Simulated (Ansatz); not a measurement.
Level of theory: Ansatz, DFT PBE, scalar-relativistic, plane waves, PAW. All cells share a 420 eV cutoff and Γ-centred k meshes spaced at most about 0.3 Å⁻¹ (about 0.25 or finer for metals, 2π included). No spin polarisation in the final relaxations.

Temperature and zero-point effects are left out. Lower structures may exist.

Question: Order these relaxed structures of TaMo2C3 by energy, lowest first, with the energy over the lowest of them.
1.

```
CELL_PARAMETERS angstrom
3.10554 0.00000 0.00000
-1.55277 2.68948 0.00000
0.00000 0.00000 7.67600
ATOMIC_POSITIONS crystal
Ta 0.00000 0.00000 0.00000
Mo 0.33333 0.66667 0.67010
Mo 0.66667 0.33333 0.32990
C 0.00000 0.00000 0.50000
C 0.33333 0.66667 0.16812
C 0.66667 0.33333 0.83188
```

2.

```
CELL_PARAMETERS angstrom
-2.15959 2.15959 4.17868
2.15959 -2.15959 4.17868
2.15959 2.15959 -4.17868
ATOMIC_POSITIONS crystal
Ta 0.86892 0.86892 0.00000
Mo 0.62581 0.12581 0.50000
Mo 0.12581 0.62581 0.50000
C 0.61491 0.61491 0.00000
C 0.86266 0.36266 0.50000
C 0.36266 0.86266 0.50000
```

3.

```
CELL_PARAMETERS angstrom
3.00262 0.00000 0.00000
0.00000 3.00262 0.00000
0.00000 0.00000 8.27838
ATOMIC_POSITIONS crystal
Ta 0.50000 0.50000 0.35354
Mo 0.00000 0.00000 0.62394
Mo 0.50000 0.50000 0.99013
C 0.00000 0.00000 0.35090
C 0.00000 0.50000 0.80786
C 0.50000 0.00000 0.80786
```

Answer: 1 (0 meV/atom), 2 (493 meV/atom), 3 (858 meV/atom). Forms: 1 Ta and Mo ordered on rock salt sites, P-3m1; 2 I4mm; 3 P4mm. Counting C atoms around Mo and Ta (those within 1.25 times the shortest such distance or 1.15 times the sum of covalent radii; a plus sign parts nearer from farther groups; a slash parts the counts of unlike sites): cell 1 has Ta 6, Mo 6; cell 2 has Ta 5, Mo 1+3; cell 3 has Ta 4, Mo 4/5.

Spin–orbit coupling, which can matter for Ta, is left out. The P-3m1 cell at 10.7 Å³/atom was relaxed from a Materials Project cell. Cells relaxed within their symmetry can be saddle points. Some types were kept out of the candidates beforehand, so the set may lack a known form.
